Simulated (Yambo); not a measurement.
CsVN2 (space group Fd-3m, No. 227), G0W0@PBEsol (Yambo, plasmon pole, terminator in G, 2×2×2 mesh): gap L → Γ in eV by bands and screening block.

```
bands (W and G)  2 Ry  3 Ry  4 Ry  6 Ry  7 Ry
---------------  ----  ----  ----  ----  ----
58                ___  1.51  1.31  1.24  1.23
84               1.62  1.48  1.28  1.21   ___
122              1.63  1.51  1.32  1.26  1.26
167              1.66  1.53  1.36  1.31  1.31
214              1.66  1.54   ___  1.32  1.33
```

**Question.** Estimate the withheld gaps from their neighbours; the computed values follow.

**Answer.** 
- 58, 2 Ry: 1.64
- 84, 7 Ry: 1.20
- 214, 4 Ry: 1.37

The largest settings aren't shown to be the converged limit.

Geometry of the Materials Project entry, not relaxed at this level; primitive cell a = b = c = 5.9000 Å, α = β = γ = 60.00°.

The structure is a Materials Project entry; no match was found in the copy of COD used, and its stability was not checked.

The runs are not spin-polarised; magnetic order was not tried.
